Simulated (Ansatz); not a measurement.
One stationary structure of Si₂Mo. Space group I4/mmm (No. 139), AFLOW prototype AB2_tI6_139_a_e (C11_b, as in Si2Mo). Computed with r2SCAN (plane waves to 500 eV, PAW, scalar-relativistic; Ansatz, a quantum-chemistry and plane-wave program).

```xyz
3
Lattice="-1.6011 1.6011 3.9097 1.6011 -1.6011 3.9097 1.6011 1.6011 -3.9097" Properties=species:S:1:pos:R:3 pbc="T T T"
Mo     0.0000     0.0000     0.0000
Si     0.0000     0.0000     2.6219
Si     0.0000     0.0000     5.1976
```

Volume per atom: 13.36 Å³
Band gap: zero (metallic)
Shortest distances: Si–Si 2.58 Å; Mo–Si 2.60 Å; Mo–Mo 3.20 Å
k-mesh: 14×14×14

Band energies at high-symmetry points (eV from the Fermi level; labels of this space group; no spin-orbit coupling), from −5 eV up to 3.3 eV:

```json
[
 {"point": "Γ", "energies": "-3.47 -3.13 -2.82 -2.82 0.33"},
 {"point": "X", "energies": "-4.72 -3.26 -1.41 2.57 3.00"},
 {"point": "P", "energies": "-2.90 -2.27 -2.27 0.50 2.57"},
 {"point": "N", "energies": "-4.84 -2.79 -2.67 -0.57 2.50 3.26"},
 {"point": "M", "energies": "-3.65 -2.27 -0.62 -0.62 -0.57 -0.57 0.48"},
 {"point": "S", "energies": "-2.90 -2.69 -2.41 -0.46 1.72 3.18"},
 {"point": "S0", "energies": "-2.90 -2.69 -2.41 -0.46 1.72 3.18"},
 {"point": "R", "energies": "-4.73 -3.96 -3.12 -1.99 1.99 2.25 2.87"}
]
```

No spin polarisation in the result.

The run could not lose the symmetry of its start.
